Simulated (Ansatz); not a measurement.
According to PBE (plane waves, PAW; program Ansatz), Nb₂AlB₂ in the orthorhombic phase (Cmmm; Al on 2a, Nb on 4j, B on 4i) relaxes to a = 3.151 Å, b = 11.672 Å, c = 3.318 Å. Its formation energy from the elements is -0.55 eV/atom, with no fitted shifts.

Electronic character: metallic (no gap).

The start of the workflow was typed in or built on a structure type; neither database checked (COD, Materials Project) lists it. Its standing as an ambient phase is unchecked. Symmetry was held in the PBE relaxation; whether a distortion lowers the energy is not shown. No spin polarisation was allowed. The references are the lowest solids computed at this level, not always the standard phases. Spin–orbit coupling is left out wherever it is not named.

Potentials: the later of the program's two PAW sets.
